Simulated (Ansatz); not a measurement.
**zincblende-structured HgTe**

Method: r²SCAN, scalar-relativistic; no spin polarisation; PAW, 500 eV, 10×10×10 k-mesh, Gaussian smearing of 0.05 eV; code Ansatz. The datasets are Ansatz's generated set soft_2.

```yaml
crystal:
  lattice:
    - [0.00000, 3.28608, 3.28608]
    - [3.28608, 0.00000, 3.28608]
    - [3.28608, 3.28608, 0.00000]
  atoms:
    - { symbol: Hg, position: [0.00000, 0.00000, 0.00000] }
    - { symbol: Te, position: [0.25000, 0.25000, 0.25000] }
```

The start was a prototype's sites filled with these elements; the Crystallography Open Database holds the compound in this structure.

Question: Which orbitals carry the states at the Fermi level, and how many states are there?

Answer: The filled and empty bands only just touch, so this is a zero-gap or semimetallic case rather than a good metal. Within 0.1 eV of it: Te 5p 91 %, Hg 5d 9 % (shares among the projected shells). The density of states at the Fermi level is about 0.056 states/eV per cell, averaged over 0.3 eV.

Density of states (tetrahedra, averaged over 0.5 eV; states/eV per cell of 2 atoms; energy in eV from the Fermi level):

```
E (eV)   DOS
 -7.60   0.3
 -7.10  15.9
 -6.60   3.8
 -6.10   0.0
 -5.60   0.0
 -5.10   2.1
 -4.60   0.8
 -4.10   0.5
 -3.60   0.3
 -3.10   0.2
 -2.60   1.4
 -2.10   2.0
 -1.60   2.0
 -1.10   1.8
 -0.60   0.8
 -0.10   0.2
  0.40   0.0
  0.90   0.1
  1.40   0.6
  1.90   0.9
  2.40   1.9
  2.90   0.6
  3.40   0.4
  3.90   0.6
  4.40   1.1
  4.90   1.8
  5.40   1.5
  5.90   2.1
```

For elements this heavy, spin–orbit coupling would shift levels and gaps; it isn't included here. At this volume the filled and empty bands only touch, so this is a zero-gap semimetal rather than a metal, and a semilocal functional can cause such a touching. The relaxed cell is 6 % larger in volume than the cell of this structure in the Crystallography Open Database (33.49 Å³/atom, 1987).
